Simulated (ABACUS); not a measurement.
A self-consistent single point of Ba3LiIr2O9 (P6_3/mmc, 30 atoms in the cell; from COD 1536639) with ABACUS.

Computed with LDA (PW92), PseudoDojo 0.4 standard norm-conserving LDA (tails mended) pseudopotentials (plane waves; ABACUS 3.10.1).

```xyz
30
Lattice="5.7804 0.0000 0.0000 -2.8902 5.0060 0.0000 0.0000 0.0000 14.3022" Properties=species:S:1:pos:R:3 pbc="T T T"
Ba     0.0000     0.0000     3.5755
Ba     0.0000     0.0000    10.7266
Ir     0.0000     3.3373     2.1974
Ir     2.8902     1.6687     9.3485
Ir     0.0000     3.3373     4.9537
Ir     2.8902     1.6687    12.1048
Li     0.0000     0.0000     0.0000
Li     0.0000     0.0000     7.1511
O      0.0000     1.7366     1.2143
O      4.2765     0.8683     8.3654
O      1.3863     4.1377     1.2143
O      2.8902     3.2694     8.3654
O     -1.3863     4.1377     1.2143
O      1.5039     0.8683     8.3654
O      1.3863     4.1377     5.9368
O      4.2765     0.8683    13.0879
O      0.0000     1.7366     5.9368
O      1.5039     0.8683    13.0879
O     -1.3863     4.1377     5.9368
O      2.8902     3.2694    13.0879
Ba     2.8902     1.6687     1.2376
Ba     0.0000     3.3373     8.3887
Ba     2.8902     1.6687     5.9135
Ba     0.0000     3.3373    13.0646
O      1.3029     2.5851     3.5755
O      4.1931     2.4209    10.7266
O      0.0000     4.8418     3.5755
O      1.5873     2.4209    10.7266
O     -1.3029     2.5851     3.5755
O      2.8902     0.1642    10.7266
```

Reference input (self-consistent single point, DFT, LDA (PW92), plane waves, PseudoDojo 0.4 standard norm-conserving LDA (tails mended) pseudopotentials): KPT = Gamma 2 2 1 0 0 0; basis_type = pw; dft_functional = PWLDA; ecutwfc = 84 Ry; smearing_method = gaussian; smearing_sigma = 0.0199916 Ry; potentials = PseudoDojo 0.4 standard norm-conserving LDA (tails mended); symmetry = 1; symmetry_prec = 1e-05; ks_solver = cg; scf_nmax = 100; scf_thr = 1.0e-09 Ry. This run's input differs from it in these lines:

```diff
@@ -7,3 +7,3 @@
 dft_functional       PWLDA
-ecutwfc              84.0
+ecutwfc              42.0
 symmetry             1
```

Log, with long lists cut:

```
 SELF-CONSISTENT
 -------------------------------------------
                                 init_chg = atomic

 PW ALGORITHM --------------- ION=   1  ELEC=   1--------------------------------

 Density error is 8.61452781046
                          Error Threshold = 0.01
 E_KohnSham     -1872.8541187583     -25481.4875378810
 E_Fermi        0.8360982297         11.3757000118

 PW ALGORITHM --------------- ION=   1  ELEC=   2--------------------------------

 Density error is 38.935726811
                          Error Threshold = 0.00355972223573
 E_KohnSham     -1872.4544254222     -25476.0494310582
   [... lines left out ...]

 Density error is 4.70960019886e-09
                          Error Threshold = 2.39835206769e-11
 E_KohnSham     -1877.8414534624     -25549.3437076900
 E_Fermi        0.7748889052         10.5429044281

 PW ALGORITHM --------------- ION=   1  ELEC=  13--------------------------------

 Density error is 8.9989822083e-11
                          Error Threshold = 1.94611578465e-12
 E_KohnSham     -1877.8414534650     -25549.3437077254
 E_KS(sigma->0) -1877.8122888170     -25548.9469023333
 E_entropy(-TS) -0.0583292959        -0.7936107843
 E_Fermi        0.7748903656         10.5429242974
 charge density convergence is achieved
 final etot is -25549.343708 eV
 EFERMI = 10.542924297 eV

 STATE ENERGY(eV) AND OCCUPATIONS    NSPIN == 1
   [... 143 lines left out ...]

   [... 143 lines left out ...]

 TOTAL-FORCE (eV/Angstrom)
                       Ba1         0.0000000000         0.0000000000         0.0000000000
                       Ba2         0.0000000000         0.0000000000         0.0000000000
                       Ba3         0.0000000000         0.0000000000        -0.1143022478
                       Ba4         0.0000000000         0.0000000000        -0.1143022478
                       Ba5         0.0000000000         0.0000000000         0.1143022478
                       Ba6         0.0000000000         0.0000000000         0.1143022478
   [... lines left out ...]
   [... 15 lines left out ...]

 TOTAL-STRESS (KBAR)
      -606.5808771789        -0.0000000000         0.0000000000
         0.0000000000      -606.5809363170        -0.0000000000
         0.0000000000         0.0000000000      -618.2340382558
 TOTAL-PRESSURE: -610.465284 KBAR

 --------------------------------------------
 !FINAL_ETOT_IS -25549.3437077254093310 eV
 --------------------------------------------
```

The run converged in 13 iterations. Against the reference run the free energy rises by 1.28 eV/atom, the pressure goes from -6.81 to -61.05 GPa and the largest force goes from 1.333 to 1.418 eV/Å.

The starting cell comes from an entry of a crystal-structure database; it serves only as a starting point and was not checked for soundness. Spin-orbit coupling is left out, which matters for bands and gaps with elements this heavy. This run is one point of a test of settings, so its values need not be converged; read them against the reference run alone. With one or two k-points the zone of this small cell is coarsely sampled: energies, forces and stress carry that error and can break the symmetry, so a converged loop does not mean converged values.

Cost on one core: roughly 12 core-minutes.

At a cut-down plane-wave cutoff the stress holds a Pulay term: a spurious tension from the incomplete basis, which lowers the pressure; energies, forces and gaps of such rows are unconverged too.

“Tails mended”: in these copies of the files the far tail of each local potential was reset to the Coulomb form.
